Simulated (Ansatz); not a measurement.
## Compressing MnNi₃: a fit and a missing row

MnNi₃, Pm-3m, a = 3.549 Å. The structure is a COD entry; whether it is the stable form wasn't checked. Ansatz: r2SCAN, PAW, 500 eV, Γ-centred 12×12×12 mesh on 4 atoms, Gaussian smearing 0.10 eV; collinear spin, largest moment 3.5 μB. Symmetry fixes shape and atoms, so the cell is only scaled; pressure is positive in compression.

```
V (Å³/atom) P (GPa)
      9.835    32.29
     10.170    22.11
     10.506    13.51
     10.841        ?
     11.176     0.00
     11.512    -5.25
     11.847    -9.66
     12.294   -14.43
```

Take V0 = 11.176 Å³/atom, fit the third-order Birch–Murnaghan form to the other rows, and predict the missing pressure.

With the Eulerian strain f = ½[(V0/V)^(2/3) − 1] and y = P/[3f(1 + 2f)^(5/2)], the form is the line y = B0 + 1.5 B0 (B0′ − 4) f. Rows (f, y): 0.04448, 195.5; 0.03245, 194.1; 0.02104, 193.1; -0.00978, 188.0; -0.01906, 186.2; -0.03079, 183.1. Means f = 0.006390, y = 190.00; Σ(Δf)² = 0.004636, ΣΔfΔy = 0.7473; the slope is their ratio. y = 189.0 + 161.2 f GPa, so B0 = 189.0 GPa and B0′ = 4 + 2 × (161.2)/(3 × 189.0) = 4.57. At V = 10.841, f = 0.01025, y = 190.65 and P = 6.17 GPa. The run gave 6.21 GPa, so the fit is 0.04 GPa too low, within the rms miss on the fitted rows (0.06 GPa).

The state reached may not be the lowest one. Only parallel moments were tried here.

Cost: 8 runs of about 24 core-minutes in all, on Arm Neoverse V1 (shared hosts).